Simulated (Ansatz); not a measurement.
A distorted cell of Re (hcp, Mg type):

```
Re
1.0
    2.77518     0.00000     0.00000
   -1.38759     2.40338     0.00000
    0.00000     0.00000     8.96604
Re
4
Cartesian
  0.00000   1.60225   3.36227
  0.00000   1.60225   7.84529
  1.38759   0.89446   1.12076
  1.38759   0.70780   5.60378
```

The numbers are results of PBE (plane waves to 420 eV, PAW, scalar-relativistic; Ansatz, a quantum-chemistry and plane-wave program), not measurements. k mesh 19×19×6 (Γ-centred), Fermi-Dirac smearing 0.05 eV. Stress and pressure are positive under compression. With partly filled bands, energies and forces of such displacements shift with the k mesh and the smearing. Re is run without spin polarisation. Re was relaxed with its symmetry unable to fall. Spin-orbit coupling is left out, though Re is heavy. The PAW data are Ansatz's earlier set.

### Question
What forces act on the atoms (eV/Å, Cartesian)?

### Answer
```csv
atom,Fx,Fy,Fz
Re1,0.000,-0.013,-0.001
Re2,0.000,-0.013,0.001
Re3,0.000,-0.414,0.000
Re4,0.000,0.440,0.000
```

(For displaced atoms, the force is minus the slope of the energy, and its curvature is a force constant, which sets phonon frequencies.)
